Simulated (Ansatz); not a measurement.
LaBiS₂O:
```xyz
10
Lattice="4.0318 0.0000 0.0000 0.0000 4.0318 0.0000 0.0000 0.0000 14.0255" Properties=species:S:1:pos:R:3 pbc="T T T"
La     2.0159     0.0000     8.2637
La     0.0000     2.0159     5.7618
Bi     0.0000     2.0159    12.1909
Bi     2.0159     0.0000     1.8345
S      2.0159     0.0000    12.4870
S      0.0000     2.0159     1.5385
S      0.0000     2.0159     9.7026
S      2.0159     0.0000     4.3229
O      0.0000     0.0000     7.0127
O      2.0159     2.0159     7.0127
```

This is the r²SCAN+D4-relaxed structure.

Q: All from r²SCAN+D4 (plane waves, PAW; program Ansatz), unless another level is named. Predict the hole effective mass with spin–orbit coupling.

A: 0.12, 0.15, 4.6 mₑ (principal values).

Q: What about the formation energy from the elements (no fitted shifts)?

A: -1.97 eV/atom.

Q: Predict the valence-band maximum.

A: on the Γ–X line, 95 % of the way from Γ.

Q: Next, the conduction-band minimum?

A: on the Γ–X line, 96 % of the way from Γ (4 equivalent valleys).

Q: Next, the weight of the valence-edge state by species (Voronoi cells)?

A: S 74 %, Bi 24 %.

Q: And the weight of the conduction-edge state by species (Voronoi cells)?

A: Bi 57 %, S 40 %.

Space group P4/nmm. The first step of the workflow began from a Materials Project structure, measured or hypothetical; the Crystallography Open Database copy checked does not list it. Whether it is the stable phase at ambient conditions was not checked. The r²SCAN+D4 relaxation kept the symmetry of its start. At this level the phase is dynamically unstable (imaginary phonons). The references are the lowest solids computed at this level, not always the standard phases (solids in place of the gases). Scalar-relativistic: spin–orbit coupling is off unless named, which matters more the heavier the elements.

Potentials: the earlier of the program's two PAW sets.

Edges and masses are those of Kohn–Sham bands, whose gap is no quasiparticle gap.
